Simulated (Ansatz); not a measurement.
The start is a generated cell, SiNi built in the NbAs structure type. The cell and all atomic positions are relaxed at zero pressure with r2SCAN (plane waves to 500 eV, PAW, scalar-relativistic; Ansatz, a program for electronic structure). The first steps use a coarse 11×11×11 k-mesh.

The start:
```
CELL_PARAMETERS angstrom
     -1.52065     1.52065     5.14818
      1.52065    -1.52065     5.14818
      1.52065     1.52065    -5.14818
ATOMIC_POSITIONS crystal
  Ni 0.50000 0.50000 0.00000
  Ni 0.25000 0.75000 0.50000
  Si 0.91600 0.91600 0.00000
  Si 0.66600 0.16600 0.50000
```
Spin-polarised start, with parallel moments on Ni.

| Property | Result |
|---|---|
| Initial pressure | +6 GPa (positive: the cell is compressed) |
| Largest initial force | about 0.2 eV/Å, on Ni1, Ni2, Si3, Si4 (atoms numbered as listed) |
| Outcome | The space group stays I4₁md (No. 109) (the run could not lower it), with 4 atoms in the primitive cell |
| Energy released | 0.10 eV/atom |
| Volume change | +0.3 %, from 11.90 to 11.94 Å³/atom |
| Band gap at the end | no gap (metallic) |
| Moments at the end | zero (the starting moments vanished) |
| Optimiser moves | 21 |

Relaxed structure:

```cif
data_Ni4Si4
_chemical_formula_sum 'Ni4 Si4'
_space_group_name_H-M_alt 'I41md'
_space_group_IT_number 109
_space_group_name_Hall 'I 4bw -2'
_cell_length_a 2.63537
_cell_length_b 2.63537
_cell_length_c 13.75871
_cell_angle_alpha 90.000
_cell_angle_beta 90.000
_cell_angle_gamma 90.000
loop_
_atom_site_label
_atom_site_type_symbol
_atom_site_symmetry_multiplicity
_atom_site_Wyckoff_symbol
_atom_site_fract_x
_atom_site_fract_y
_atom_site_fract_z
_atom_site_occupancy
Ni1 Ni 4 a 0.00000 0.00000 0.76064 1
Si1 Si 4 a 0.00000 0.00000 0.15536 1
```
(The calculation used a cell of 4 atoms; values per cell refer to that cell.)

Final values are on a 18×18×18 k-mesh of the relaxed cell. No spin polarisation in the result: the starting moments vanished. A magnetic state may lie lower.

The run could not lose the symmetry of its start, so the end can be a saddle point.

The relaxed structure here is a generated cell of SiNi: the first start was made by placing the elements on the sites of a structure type, and the end was not matched to a known phase here, so it may be hypothetical. Known forms of SiNi include space group No. 62.
